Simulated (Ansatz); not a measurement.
**Na: energy along a strain**

Na, Im-3m, a = 4.235 Å (as given, not relaxed at this level: -0.3 GPa). Ansatz: PBEsol, PAW, 420 eV, Γ-centred 16×16×16 mesh on 1 atom, Gaussian smearing 0.15 eV; no spin polarisation. Cell vectors (Å): -2.118 2.118 2.118; 2.118 -2.118 2.118; 2.118 2.118 -2.118. The cell is strained by x per cent times the pattern (0 0 0 0 0 1) in the order xx yy zz yz xz xy (engineering shears), with fractional coordinates held. y is the free energy over the start, V0 = 37.978 Å³/atom. Symmetry makes y even in x.

| x (%) | y (meV/atom) |
| --- | --- |
| -6.00 | ? |
| -3.00 | 0.65 |
| 0.00 | 0.00 |
| 1.50 | 0.16 |
| 4.50 | 1.46 |
| 5.25 | 1.99 |

Fit y = c2 x² + c4 x⁴ to the other rows, get the stiffness along the pattern, and predict the missing energy.

Least squares on the rows shown. y = 0.07200 x² + 6.711×10⁻⁶ x⁴. The clamped-ion stiffness p·C·p = 2 × 0.7200 eV × 160.2 / 37.978 Å³ = 6.1 GPa, which is C66 in these axes (C44 of the cubic crystal) (second derivative at the start, which stands under stress). At x = -6.00 the fit asked for gives 2.60 meV/atom. The run gave 2.60 meV/atom, the same to the digits shown.